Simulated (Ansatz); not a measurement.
Crystals of one structure type (rock salt), relaxed and computed with plane-wave PAW r²SCAN (Ansatz code).

```csv
crystal,a (Å),gap (eV),B₀ by P(V) fit (GPa),ΔH_f (eV/atom)
AgCl,5.545,1.48,50.5,-0.59
ZrAg,5.636,none,98.6,0.48
NbAg,5.427,none,129,1.22
AgW,5.301,none,166,2.18
```

Typed or built starts, not in the databases checked: ZrAg, rock salt; NbAg, rock salt; AgW, rock salt. Unstable at this level: ZrAg, rock salt; NbAg, rock salt; AgW, rock salt. All cells were relaxed under the symmetry of their starts (and spin orders); stability against distortions was not tested throughout. Rows with no word on spin ran without spin polarisation. Spin–orbit coupling is left out wherever it is not named.

Potentials: the later of the program's two PAW sets.

Formation energies count from the lowest solids of the elements computed at the same level, not from gases.
